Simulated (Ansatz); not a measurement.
BiRh (NiAs type)

```yaml
crystal:
  lattice:
    - [4.12992, 0.00000, 0.00000]
    - [-2.06496, 3.57662, 0.00000]
    - [0.00000, 0.00000, 5.69239]
  atoms:
    - { symbol: Bi, position: [0.33333, 0.66667, 0.25000] }
    - { symbol: Bi, position: [0.66667, 0.33333, 0.75000] }
    - { symbol: Rh, position: [0.00000, 0.00000, 0.50000] }
    - { symbol: Rh, position: [0.00000, 0.00000, 0.00000] }
```

The slice is a (0001) plane (indices of the conventional cell) through the point (0.667, 0.333, 0.750) (fractional), spanned by u = [110] and v = [1 -1 0] in vectors of this cell: u (4.13 Å) and v (7.15 Å, at 90° to u). It covers one period; positions are fractions (u, v).

Method: r2SCAN (plane waves to 500 eV, PAW, scalar-relativistic; Ansatz, a quantum-chemistry and plane-wave program). k mesh 13×13×8. These are valence fields of a PAW run, semicore shells included where kept as valence: close to a nucleus they are smooth pseudo fields. BiRh is run without spin polarisation. BiRh was relaxed with its symmetry unable to fall. Spin-orbit coupling is left out, though Bi is heavy.

Question: Predict the map of the electron localisation function (ELF) on the slice.

Answer: 
| v \ u | 0.00 | 0.17 | 0.33 | 0.50 | 0.67 | 0.83 |
|---|---|---|---|---|---|---|
| 0.90 | 0.37 | 0.39 | 0.36 | 0.25 | 0.36 | 0.39 |
| 0.80 | 0.30 | 0.28 | 0.25 | 0.26 | 0.25 | 0.28 |
| 0.70 | 0.02 | 0.09 | 0.32 | 0.40 | 0.32 | 0.09 |
| 0.60 | 0.04 | 0.22 | 0.42 | 0.35 | 0.42 | 0.22 |
| 0.50 | 0.20 | 0.37 | 0.34 | x | 0.34 | 0.37 |
| 0.40 | 0.25 | 0.36 | 0.39 | 0.37 | 0.39 | 0.36 |
| 0.30 | 0.26 | 0.25 | 0.28 | 0.30 | 0.28 | 0.25 |
| 0.20 | 0.40 | 0.32 | 0.09 | 0.02 | 0.09 | 0.32 |
| 0.10 | 0.35 | 0.42 | 0.22 | 0.04 | 0.22 | 0.42 |
| 0.00 | x | 0.34 | 0.37 | 0.20 | 0.37 | 0.34 |

Values: electron localisation function (ELF). Points within 0.5 Å of a nucleus are blanked (x), as the pseudised field means little there.
